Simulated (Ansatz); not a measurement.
Candidates compared on computed values. Surface loss at microwave frequencies, Drude damping in the near infrared and electronic heat conduction all follow from the resistivity and the plasma energy of a metal.

The yardstick is fcc Ag. Frequency 30 GHz, photon energy 1.0 eV, T = 300 K, Lorenz number 2.44×10⁻⁸ WΩ/K². All rows are cubic metals, run without spin polarisation.

Levels of theory (Ansatz, a plane-wave PAW program): resistivity, plasma energy, N(E_F): PBEsol, Boltzmann equation with harmonic phonons, 300 K, mean over directions.

Not checked to be the ambient phase: NbZn3 (Cu3Au type); LuHg (CsCl type); Sc3InN (anti-perovskite); IrGa (CsCl type). Spin–orbit coupling is left out unless named.

```
crystal                   ρ (μΩ·cm)  ħω_p (eV)  N(E_F) (states/eV/atom)
------------------------  ---------  ---------  -----------------------
NbZn3 (Cu3Au type)               11        4.6                     0.34
LuHg (CsCl type)                 25        5.0                     0.63
Sc3InN (anti-perovskite)         19        3.0                     0.46
fcc Ag, reference               1.6        9.2                     0.26
IrGa (CsCl type)                 11        4.8                     0.24
```

Definitions used: R_s = √(πfμ₀ρ) = 6.283 mΩ × √(f ρ); ħγ = ħε₀ω_p²ρ = 0.1345 meV × (ħω_p)² ρ; quality = ω/γ; κ_e = L₀T/ρ = 732/ρ.

Q: Compute surface resistance, damping ħγ, Drude quality and electronic κ for LuHg (CsCl type), showing the steps.

A: 
1. R_s = 6.283 × √(30 × 25) = 170 mΩ
2. ħγ = 0.1345 × 5.0² × 25 = 84.1 meV
3. Drude quality: 1000/84.1 = 12
4. κ_e = 732/25 = 29 W/(m·K)

Q: Rank all rows by Drude quality, highest first.

A: The same steps for every row:

```tsv
crystal	surface resistance (mΩ)	damping ħγ (meV)	Drude quality	electronic κ (W/(m·K))
NbZn3 (Cu3Au type)	110	31.3	32	67
LuHg (CsCl type)	170	84.1	12	29
Sc3InN (anti-perovskite)	150	23.0	43	39
fcc Ag, reference	44	18.2	55	460
IrGa (CsCl type)	110	34.1	29	67
```

By Drude quality (highest first): fcc Ag (55 ± 10) ≈ Sc3InN (anti-perovskite) (43 ± 8.1), NbZn3 (Cu3Au type) (32 ± 6.0) ≈ IrGa (CsCl type) (29 ± 5.5), LuHg (CsCl type) (12 ± 2.2). The ± follows from allowances picked for this note (resistivity 12 %, plasma energy 4 %, 12 % for the model), carried to first order and added in quadrature; ≈ joins neighbours closer than their two ± added in quadrature. At the edge of that rule, so that a last digit could turn the call: fcc Ag and Sc3InN (anti-perovskite). On this figure 0 of 4 candidates do clearly better than the reference.

Only phonon scattering is included, so films lose more. Interband absorption, often the larger optical loss, is outside the Drude quality. Resistivities move by up to 12 % from half the mesh. The rows are a sample of cubic metals; oxides, V to Ni (no spin in these runs) and Tl, Pb, Bi were not drawn. Limits of the draw: cubic metals without O, V to Ni, Tl, Pb or Bi. As a rule kept out of such tables: 4f compounds, open-shell compounds run without a Hubbard term, cells found unstable in the tests at hand, cells close to a higher symmetry, and runs set to a pressure or over 12 % in volume from the crystal's fullest run.
